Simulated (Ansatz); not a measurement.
Method: DFT PBE, scalar-relativistic, plane waves, PAW (Ansatz 0.2.0). Settings: cutoff 420 eV, Γ-centred meshes spaced at most about 0.3 Å⁻¹, and about 0.25 Å⁻¹ or finer for metals (2π included), Gaussian smearing. No spin polarisation in the final relaxations.

These are static total energies at zero pressure.

Two relaxed structures of Ca2Al2O:

A.

```yaml
crystal:
  lattice:
    - [4.37834, 0.00000, 0.00000]
    - [0.00000, 4.37834, 0.00000]
    - [0.00000, 0.00000, 7.11011]
  atoms:
    - { symbol: Ca, position: [0.00000, 0.50000, 0.50000] }
    - { symbol: Ca, position: [0.50000, 0.00000, 0.50000] }
    - { symbol: Al, position: [0.50000, 0.50000, 0.16926] }
    - { symbol: Al, position: [0.50000, 0.50000, 0.83074] }
    - { symbol: O, position: [0.00000, 0.00000, 0.00000] }
```

B.

```yaml
crystal:
  lattice:
    - [4.41729, 0.00000, 0.00000]
    - [0.00000, 4.41729, 0.00000]
    - [0.00000, 0.00000, 6.62834]
  atoms:
    - { symbol: Ca, position: [0.50000, 0.00000, 0.00000] }
    - { symbol: Ca, position: [0.00000, 0.50000, 0.00000] }
    - { symbol: Al, position: [0.50000, 0.00000, 0.50000] }
    - { symbol: Al, position: [0.00000, 0.50000, 0.50000] }
    - { symbol: O, position: [0.50000, 0.50000, 0.00000] }
```

Question: Which form is favoured at zero pressure, and by what margin per atom?

Answer: B is lower, by 1.20 eV/atom. A has space group P4/mmm (No. 123), 27.3 Å³/atom and no gap on its mesh; B has space group P4/mmm (No. 123), 25.9 Å³/atom and no gap. The shortest distance is 2.41 Å (Al–Al) in A and 2.21 Å (Ca–O) in B. The denser one is the lower, and pressure would at first widen the difference. In A, Ca has 4 Ca at 3.10 Å and 4 Al at 3.21 Å; Al is surrounded by 1 Al at 2.41 Å, 4 Ca at 3.21 Å and 4 O at 3.32 Å; O has 8 Al at 3.32 Å (long against covalent radii, as for large ions). In B, around Ca lie 2 O at 2.21 Å, 4 Ca at 3.12 Å and 2 Al at 3.31 Å; Al has 4 Al at 3.12 Å and 2 Ca at 3.31 Å; around O lie 4 Ca at 2.21 Å. Both come from invented guesses. A third cell relaxed alike, in P-3m1, lies 0.57 eV/atom below the lower of the two.

O stands nearly free of neighbours here, and without spin polarisation the energy of such atoms comes out too high. Cells relaxed within their symmetry can be saddle points.
